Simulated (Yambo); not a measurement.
Yambo run on RbCdF$_{3}$ (cubic perovskite, space group Pm-3m, No. 221). The wavefunctions are norm-conserving PBEsol (Quantum ESPRESSO, 102 Ry, scalar-relativistic) ones on a 4×4×4 mesh (25 occupied bands); a = 4.4250 Å, b = 4.4250 Å, c = 4.4250 Å, α = 90.00°, β = 90.00°, γ = 90.00°.

Yambo input:

```
rim_cut
gw0
dyson
el_el_corr
HF_and_locXC
cohsex
em1s
RandQpts= 1000000
RandGvec= 1 Ry
EXXRLvcs= 102 Ry
VXCRLvcs= 408 Ry
Chimod= "HARTREE"
% BndsRnXs
 5 | 132 |
%
NGsBlkXs= 7 Ry
% LongDrXs
 1.0 | 1.0 | 1.0 |
%
ExtendOut
% QPkrange
 1 | 1 | 25 | 26 |
 10 | 10 | 25 | 25 |
%
```

k points by index: 1 = Γ, 10 = R.

Table of the .qp output:

```
#    K-point    Band    Eo [eV]    E [eV]    E-Eo [eV]    Vxc [eV]    Vnlxc [eV]    Sc|Eo [eV]    Re(Z)    Im(Z)
#
    1    25    -1.522348    -5.388303    -3.865955    -21.85961    -29.64580    3.920229    1.000000    0.000000
    1    26    3.078802    3.521272    0.442470    -11.97518    -7.272474    -4.260234    1.000000    0.000000
    10    25    0.000000    -3.334872    -3.334872    -25.55884    -32.36236    3.468646    1.000000    0.000000
```
(The two width columns are left out.) Convergence of these settings isn't established.

Spin-orbit coupling is not included.

Geometry of the Materials Project entry, not relaxed at this level.

The structure is a Materials Project entry; no match was found in the copy of COD used, and its stability was not checked.
